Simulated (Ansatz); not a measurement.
Here is the system:

Bi2Se3:
```
Bi2Se3
1.0
    2.07229     1.19644     9.47756
   -2.07229     1.19644     9.47756
    0.00000    -2.39288     9.47756
Bi Se
2 3
Direct
  0.40090   0.40090   0.40090
  0.59910   0.59910   0.59910
  0.00000   0.00000   0.00000
  0.21047   0.21047   0.21047
  0.78953   0.78953   0.78953
```

This is the PBE+D3(BJ)-relaxed structure.

Question: All from DFT-PBE+D3(BJ) in the program Ansatz with PAW potentials, unless another level is named. Give the band gap.

Answer: 0.16 eV (direct).

Question: What about the electron effective mass?

Answer: 0.094 mₑ (isotropic).

Question: And the weight of the conduction-edge state by species (Voronoi cells)?

Answer: Bi 62 %, Se 38 %.

Space group R-3m. The PBE+D3(BJ) relaxation kept the symmetry of its start. Scalar-relativistic: spin–orbit coupling is off unless named, which matters more the heavier the elements.

Potentials: the earlier of the program's two PAW sets.
